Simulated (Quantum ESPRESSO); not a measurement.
**ZnS: one setting swept**

```
ZnS
1.0
    0.00000     2.69368     2.69368
    2.69368     0.00000     2.69368
    2.69368     2.69368     0.00000
Zn S
1 1
Direct
  0.00000   0.00000   0.00000
  0.25000   0.25000   0.25000
```
The geometry is a computed Materials Project entry, not a measured one. It is ZnS in F-43m. Stability against distortions was not tested.

Method: PBE GIPAW (a modified build of Quantum ESPRESSO, JTH PAW datasets); kept fixed: cutoff 20 Ha. Costs are rough, from a shared machine. Shieldings are absolute and leave out the bulk-susceptibility term; a larger σ means a smaller chemical shift. The datasets of S hold no d projectors, which limits absolute σ on these atoms.

```csv
k-mesh,σ_iso Zn (ppm),σ_iso S (ppm),f-sum rule missed by (%),irreducible k-points,rough cost ratio
3×3×3 shifted,1174.5,598.8,0.66,6,about 1
4×4×4 shifted,1194.6,628.5,0.12,10,about 1
5×5×5 shifted,1198.4,630.5,0.04,19,3
6×6×6 shifted,1199.5,628.8,0.03,28,3
7×7×7 shifted,1199.8,627.6,0.03,44,7
9×9×9 shifted,1200.0,626.6,0.03,85,20
```

Largest spread: σ_iso S (ppm) moves over 31.7 across the rows.
